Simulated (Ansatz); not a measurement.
# Structures of BaIr3: which is lowest?

Plane-wave DFT in Ansatz with scalar-relativistic PAW potentials, cutoff 420 eV, Γ-centred meshes chosen by cell and gap, Gaussian smearing with energies taken to zero width. Every cell was relaxed (cell and atoms) in a run of its own, within the symmetry of its start. Functional: PBE.

Relaxed structures (starts from databases or built by putting these elements on another compound's sites):
A. P6_3/mmc, 8 atoms in the computed cell, a = 7.025 Å, c = 4.519 Å; sites (symmetry × multiplicity) Ba -6m2 × 2, Ir mm2 × 6; start: built
B. Pm-3m, 4 atoms in the computed cell, a = 4.222 Å; sites (symmetry × multiplicity) Ba m-3m × 1, Ir 4/mm.m × 3; start: built

Rank them by energy. Could pressure change the order?

| structure | group | E − E(lowest) (meV/atom) | V (Å³/atom) | gap on mesh (eV) |
| --- | --- | --- | --- | --- |
| A | P6_3/mmc | 0.0 | 24.14 | 0.00 |
| B | Pm-3m | 247 | 18.81 | 0.00 |

A is lowest, 247 meV/atom under B. B is denser by 5.33 Å³/atom, so pressure favours it: ΔE/ΔV, with ΔE in eV and 1 eV/Å³ = 160.2 GPa, gives about 7 GPa for equal enthalpy if both cells were rigid, a rough figure since the two compress differently. Other structures may lie lower than all of these, and vibrations aren't counted.

Spin-orbit coupling is left out, which matters for the bands of heavy elements.